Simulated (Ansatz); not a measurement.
System: Cs2LiGdCl6 (parent space group No. 225, strained and rattled), 10 atoms in the cell.

```
Cs Li Gd Cl
1.0
     0.01428    5.44144    5.34523
     5.43942    0.03244    5.32708
     5.43032    5.41419    0.04153
Cs Li Gd Cl
2 1 1 6
Direct
  0.44399 0.67196 0.43474
  0.93677 0.16802 0.93312
  0.19320 0.42572 0.16984
  0.70630 0.92335 0.67698
  0.43859 0.17988 0.93572
  0.94830 0.16702 0.44103
  0.93293 0.67588 0.43771
  0.93939 0.67676 0.93758
  0.44770 0.16767 0.43171
  0.44603 0.67678 0.92100
```

Method: r²SCAN, plane waves, PAW datasets (generated soft set 1) in Ansatz.

Cutoff 500 eV; k-mesh 2×2×2 Γ-centred; Fermi–Dirac smearing of 0.15 eV; starting moments Gd4 7 μB; no spin–orbit coupling.

The self-consistency threshold on the density residual (dr2_threshold) took the values 1e-3, 1e-5, 1e-8, 1e-10 eV.

**Question.** How loose may it be if the forces are to lie within 5 meV/Å (rms) of the tightest run?

**Answer.** Even the loosest value tried, 1e-3 eV, does; the program's other convergence tests apply too.

```json
{"threshold (eV)": "1e-3", "SCF iterations": "10", "E − E(tightest) (meV/atom)": "0.006", "rms force change (meV/Å)": "2.09"}
{"threshold (eV)": "1e-5", "SCF iterations": "12", "E − E(tightest) (meV/atom)": "0.000", "rms force change (meV/Å)": "0.22"}
{"threshold (eV)": "1e-8", "SCF iterations": "17", "E − E(tightest) (meV/atom)": "0.000", "rms force change (meV/Å)": "0.03"}
{"threshold (eV)": "1e-10", "SCF iterations": "20", "E − E(tightest) (meV/atom)": "0.000", "rms force change (meV/Å)": "0.00"}
```

With an open f shell the self-consistent state may not be the lowest one.
